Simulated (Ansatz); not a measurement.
MoPt:
```
MoPt
1.0
    2.73028     0.00000     0.00000
    0.00000     2.73028     0.00000
    0.00000     0.00000     4.13441
Pt Mo
1 1
Direct
  0.00000   0.00000   0.00000
  0.50000   0.50000   0.50000
```

Relaxed with PBE. Special points in fractions of this cell's reciprocal vectors: Γ (0.000, 0.000, 0.000); X (0.000, 0.500, 0.000); M (0.500, 0.500, 0.000); Z (0.000, 0.000, 0.500); R (0.000, 0.500, 0.500); A (0.500, 0.500, 0.500).

Task: List the band energies nearest the Fermi level at these points for PBE in the plane-wave PAW code Ansatz.

Result: In eV from the Fermi level; about four levels below and three above (degenerate sets whole), none deeper than 8.9 eV; points with the same levels are listed once.

```json
[
 {"k": "Γ", "below": "-3.23 -3.23 -2.96 -1.36 -0.97", "above": "1.48 2.50 2.50"},
 {"k": "X", "below": "-3.34 -3.06 -2.60 -2.24", "above": "0.10 1.45 1.88"},
 {"k": "M", "below": "-7.02 -6.62 -6.35 -6.35", "above": "0.15 0.19 1.70 1.70"},
 {"k": "Z", "below": "-2.55 -2.55 -1.30 -1.28", "above": "0.81 0.81 2.71"},
 {"k": "R", "below": "-3.49 -2.99 -2.32 -0.42", "above": "0.40 0.44 1.36"},
 {"k": "A", "below": "-4.72 -2.96 -2.96 -2.87", "above": "0.16 0.68 4.59"}
]
```

Space group P4/mmm (L1₀ or tetragonal B2). The start of the workflow was typed in or built on a structure type; neither database checked (COD, Materials Project) lists it. Its standing as an ambient phase is unchecked. The cell was relaxed with PBE under the symmetry of its start; its stability against distortions is not shown here. The run is not spin-polarised. Spin–orbit coupling is left out wherever it is not named.

Potentials: the later of the program's two PAW sets.
